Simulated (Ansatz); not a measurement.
# SnO2 — ¹⁷O NMR of the central transition

Cell: a computed structure from the Materials Project (it need not be an observed phase).

```
Sn O
1.0
     4.76482    0.00000    0.00000
     0.00000    4.76482    0.00000
     0.00000    0.00000    3.20750
Sn O
2 4
Direct
  0.50000 0.50000 0.50000
  0.00000 0.00000 0.00000
  0.19403 0.80597 0.50000
  0.80597 0.19403 0.50000
  0.30597 0.30597 0.00000
  0.69403 0.69403 0.00000
```

Sites (sets of like atoms) are named by element and the number of their first atom in this list.

Computed with Ansatz: DFT, PBE, plane waves and PAW, scalar-relativistic, 420 eV cutoff, Γ-centred 7×7×10 k-points, Fermi–Dirac smearing 0.01 eV.

¹⁷O has I = 5/2 and Q = -25.58 mb (Pyykkö 2018); at 28.2 T its Larmor frequency is ν₀ = 162.8 MHz. Only the quadrupole interaction is simulated: positions count from each site's isotropic chemical shift, and J coupling is left out, as are shift anisotropy and dipolar coupling, which fast spinning averages.

Simulated pattern of one O site (fast magic-angle spinning, Gaussian broadening 0.2 kHz):

| offset (kHz) | height |
| --- | --- |
| -4.304 | 0 |
| -4.172 | 2 |
| -4.041 | 5 |
| -3.909 | 7 |
| -3.777 | 7 |
| -3.645 | 7 |
| -3.513 | 7 |
| -3.381 | 7 |
| -3.249 | 8 |
| -3.118 | 8 |
| -2.986 | 8 |
| -2.854 | 13 |
| -2.722 | 34 |
| -2.590 | 65 |
| -2.458 | 84 |
| -2.326 | 73 |
| -2.195 | 59 |
| -2.063 | 53 |
| -1.931 | 50 |
| -1.799 | 49 |
| -1.667 | 49 |
| -1.535 | 49 |
| -1.403 | 51 |
| -1.272 | 54 |
| -1.140 | 58 |
| -1.008 | 67 |
| -0.876 | 85 |
| -0.744 | 100 |
| -0.612 | 82 |
| -0.480 | 48 |
| -0.348 | 11 |
| -0.217 | 1 |

Problem. Which |C_Q| and η does the pattern imply?

Solution. The pattern spans 3.69 kHz before broadening and its centre of gravity is at -1.66 kHz, which fixes P_Q; the places of the horns and steps fix η. That gives P_Q = 6.70 MHz, |C_Q| = 6.68 MHz and η = 0.13. The sign of C_Q can't be read from the pattern.

At O V_zz stands upright on the plane through its three neighbours (within 1°).

At this cell the PBE pressure is 7 GPa, so with PBE the cell would grow if it were relaxed. The entry's cell may itself be off. Without spin–orbit coupling (the program notes it for Sn) the gradients can shift somewhat, as the gap is small.

Hardware: 1 thread of Arm Neoverse N1 (aarch64; 36 cores open to the job, memory cap 3.0 GiB, no GPU), a shared host with a load of 0.9 a core. Wall time 20 s, CPU time 20 s, peak memory 0.43 GiB.
